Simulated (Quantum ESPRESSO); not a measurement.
Hf3AlMo3Pt, input and log of a self-consistent run

Simulated, not a measurement. The program is pw.x of Quantum ESPRESSO 7.5 (plane-wave density functional theory). The cell is made up: eight metal atoms on a face-centred cubic lattice, with elements, volume, strain and displacements drawn at random and not relaxed, so it may be unstable or far from any real phase. PseudoDojo standard norm-conserving files set the functional (PBE unless stated); there is no spin polarisation or spin-orbit coupling, the Fermi-Dirac width of 0.25 eV means electrons at about 2900 K, and the masses in the input are unused placeholders. Heavy elements are run without spin-orbit coupling, which real alloys of them have. A spin test at this wide smearing found no moment, but such smearing suppresses magnetism that the real alloy may have.

Input:

```
&control calculation='scf', pseudo_dir='./dojo.nc.sr.pbe.v0_5.standard.upf', outdir='./o', disk_io='minimal', tprnfor=.true., tstress=.true. /
&system ibrav=0, nat=8, ntyp=4, nbnd=67, ecutwfc=84.00895049, nosym=.true., tot_charge=0,
 occupations='smearing', smearing='fd', degauss=0.0183746611
/
&electrons conv_thr=1.470e-08, electron_maxstep=70, mixing_beta=0.5 /
ATOMIC_SPECIES
Al 1.0 Al.upf
Hf 1.0 Hf.upf
Mo 1.0 Mo.upf
Pt 1.0 Pt.upf
CELL_PARAMETERS angstrom
-4.3536 0.0605 0.0242
-2.1042 -4.3082 -2.0897
-2.1527 -4.3936 6.4881
ATOMIC_POSITIONS angstrom
Hf 0.0198 -0.0332 -0.0815
Al -2.2119 -4.366 2.2526
Hf -2.295 -2.2465 0.0941
Mo -4.2853 -6.5366 2.2372
Mo -4.2973 -4.2839 4.3509
Pt -4.3599 -4.2458 0.0616
Mo -4.3756 -2.1498 2.2278
Hf -6.3601 -6.4819 4.2613
K_POINTS automatic
6 5 3 1 1 1
```

The log is shortened where brackets say so; the opening notice, blank lines, dates and the lines on written files are dropped, and the path of the files is cut. It prints rydbergs, bohrs and kilobars, and counts compression as positive stress. Its total energy is the free energy E - TS of the whole cell.

```
     Program PWSCF v.7.5
     Parallel version (MPI & OpenMP), running on       4 processor cores
     Number of MPI processes:                 4
     Threads/MPI process:                     1
     [start-up lines left out]
     bravais-lattice index     =            0
     lattice parameter (alat)  =       8.2280  a.u.
     unit-cell volume          =    1098.3664 (a.u.)^3
     number of atoms/cell      =            8
     number of atomic types    =            4
     number of electrons       =        99.00
     number of Kohn-Sham states=           67
     kinetic-energy cutoff     =      84.0090  Ry
     charge density cutoff     =     336.0358  Ry
     scf convergence threshold =      1.5E-08
     mixing beta               =       0.5000
     number of iterations used =            8  plain     mixing
     Exchange-correlation= PBE
                           (   1   4   3   4   0   0   0)
     [axes and pseudopotential details left out]
   Cartesian axes
     site n.     atom                  positions (alat units)
         1        Hf     tau(   1) = (   0.0045475  -0.0076250  -0.0187180  )
         2        Al     tau(   2) = (  -0.5080054  -1.0027359   0.5173529  )
         3        Hf     tau(   3) = (  -0.5270909  -0.5159520   0.0216119  )
         4        Mo     tau(   4) = (  -0.9842016  -1.5012560   0.5138160  )
         5        Mo     tau(   5) = (  -0.9869576  -0.9838801   0.9992679  )
         6        Pt     tau(   6) = (  -1.0013349  -0.9751297   0.0141476  )
         7        Mo     tau(   7) = (  -1.0049407  -0.4937429   0.5116571  )
         8        Hf     tau(   8) = (  -1.4607193  -1.4886931   0.9786895  )
     number of k points=    45  Fermi-Dirac smearing, width (Ry)=  0.0184
                       cart. coord. in units 2pi/alat
        k(    1) = (  -0.0842141  -0.0757509   0.0326096), wk =   0.0444444
        k(    2) = (  -0.0838187   0.0874084  -0.3041634), wk =   0.0444444
     [further k points left out]
     Dense  grid:   114205 G-vectors     FFT dimensions: (  50,  60,  90)
     Estimated max dynamical RAM per process >     383.44 MB
     Estimated total dynamical RAM >       1.42 GB
     Initial potential from superposition of free atoms
     starting charge      98.9876, renormalised to      99.0000
     Starting wfcs are   74 randomized atomic wfcs
     total cpu time spent up to now is       17.6 secs
     per-process dynamical memory:   298.6 Mb
     Self-consistent Calculation
     iteration #  1     ecut=    84.01 Ry     beta= 0.50
     Davidson diagonalization with overlap
     ethr =  1.00E-02,  avg # of iterations =  2.3
     total cpu time spent up to now is       65.5 secs
     total energy              =   -1024.42219142 Ry
     estimated scf accuracy    <       2.75530769 Ry
     iteration #  2     ecut=    84.01 Ry     beta= 0.50
     Davidson diagonalization with overlap
     ethr =  2.78E-03,  avg # of iterations =  4.3
     total cpu time spent up to now is      121.8 secs
     total energy              =   -1022.91155522 Ry
     estimated scf accuracy    <      48.42745437 Ry
     iteration #  3     ecut=    84.01 Ry     beta= 0.50
     Davidson diagonalization with overlap
     ethr =  2.78E-03,  avg # of iterations =  3.1
     total cpu time spent up to now is      168.5 secs
     total energy              =   -1025.56551412 Ry
     estimated scf accuracy    <       4.42950070 Ry
     iteration #  4     ecut=    84.01 Ry     beta= 0.50
     Davidson diagonalization with overlap
     ethr =  2.78E-03,  avg # of iterations =  2.0
     total cpu time spent up to now is      207.4 secs
     total energy              =   -1025.88217256 Ry
     estimated scf accuracy    <       0.62946370 Ry
     iteration #  5     ecut=    84.01 Ry     beta= 0.50
     Davidson diagonalization with overlap
     ethr =  6.36E-04,  avg # of iterations =  3.6
     total cpu time spent up to now is      250.1 secs
     total energy              =   -1025.91003444 Ry
     estimated scf accuracy    <       0.65310448 Ry
     [iterations 6 to 12 left out]
     iteration # 13     ecut=    84.01 Ry     beta= 0.50
     Davidson diagonalization with overlap
     ethr =  4.51E-08,  avg # of iterations =  2.0
     total cpu time spent up to now is      596.2 secs
     total energy              =   -1025.97509946 Ry
     estimated scf accuracy    <       0.00005037 Ry
     iteration # 14     ecut=    84.01 Ry     beta= 0.50
     Davidson diagonalization with overlap
     ethr =  4.51E-08,  avg # of iterations =  1.0
     total cpu time spent up to now is      634.0 secs
     total energy              =   -1025.97510264 Ry
     estimated scf accuracy    <       0.00000206 Ry
     iteration # 15     ecut=    84.01 Ry     beta= 0.50
     Davidson diagonalization with overlap
     ethr =  2.08E-09,  avg # of iterations =  3.8
     total cpu time spent up to now is      676.8 secs
     total energy              =   -1025.97510287 Ry
     estimated scf accuracy    <       0.00000123 Ry
     iteration # 16     ecut=    84.01 Ry     beta= 0.50
     Davidson diagonalization with overlap
     ethr =  1.25E-09,  avg # of iterations =  1.6
     total cpu time spent up to now is      714.4 secs
     total energy              =   -1025.97510299 Ry
     estimated scf accuracy    <       0.00000019 Ry
     iteration # 17     ecut=    84.01 Ry     beta= 0.50
     Davidson diagonalization with overlap
     ethr =  1.87E-10,  avg # of iterations =  3.1
     total cpu time spent up to now is      754.3 secs
     End of self-consistent calculation
     [lines on levels left out]
!    total energy              =   -1025.97510299 Ry
     estimated scf accuracy    <       0.00000001 Ry
     smearing contrib. (-TS)   =      -0.14202249 Ry
     internal energy E=F+TS    =   -1025.83308051 Ry
     The total energy is F=E-TS. E is the sum of the following terms:
     one-electron contribution =    -296.24907964 Ry
     hartree contribution      =     185.34704463 Ry
     xc contribution           =    -196.31354313 Ry
     ewald contribution        =    -718.61750237 Ry
     convergence has been achieved in  17 iterations
     Forces acting on atoms (cartesian axes, Ry/au):
     atom    1 type  2   force =    -0.00615889   -0.00049638    0.02343894
     atom    2 type  1   force =     0.00512630    0.00548479   -0.01208337
     atom    3 type  2   force =     0.03718459    0.00155876    0.04468056
     atom    4 type  3   force =     0.00273296    0.01494511   -0.04237666
     atom    5 type  3   force =     0.00157568   -0.00377454   -0.04620068
     atom    6 type  4   force =    -0.00118719   -0.00329326    0.00710462
     atom    7 type  3   force =    -0.00682476   -0.01535338    0.03675290
     atom    8 type  2   force =    -0.03244869    0.00092890   -0.01131631
     Total force =     0.105957     Total SCF correction =     0.000143
     Computing stress (Cartesian axis) and pressure
          total   stress  (Ry/bohr**3)                   (kbar)     P=     -145.73
  -0.00111145   0.00002657   0.00003807         -163.50        3.91        5.60
   0.00002657  -0.00084136   0.00011333            3.91     -123.77       16.67
   0.00003807   0.00011333  -0.00101911            5.60       16.67     -149.92
     init_run     :     16.21s CPU     16.95s WALL (       1 calls)
     electrons    :    729.28s CPU    736.72s WALL (       1 calls)
     forces       :      7.69s CPU      7.88s WALL (       1 calls)
     stress       :     26.13s CPU     26.97s WALL (       1 calls)
     [timing details left out]
     PWSCF        :  13m 0.09s CPU  13m 9.36s WALL
     JOB DONE.
```

In other units: free energy -13959.102 eV for the cell, pressure -14.57 GPa, largest force component 1.188 eV/Å in size. The run took 791 s of wall time with four MPI processes on a shared machine (AMD EPYC, older, virtual cores), so the time is rough. A rerun of this cell at a higher cutoff and on a denser mesh moved values by no more than 0.004 eV in energy, 0.03 GPa in stress and 0.003 eV/Å in force, and a second program with other atomic files agreed on that cell to 2 % rms in force and 0.5 GPa in pressure.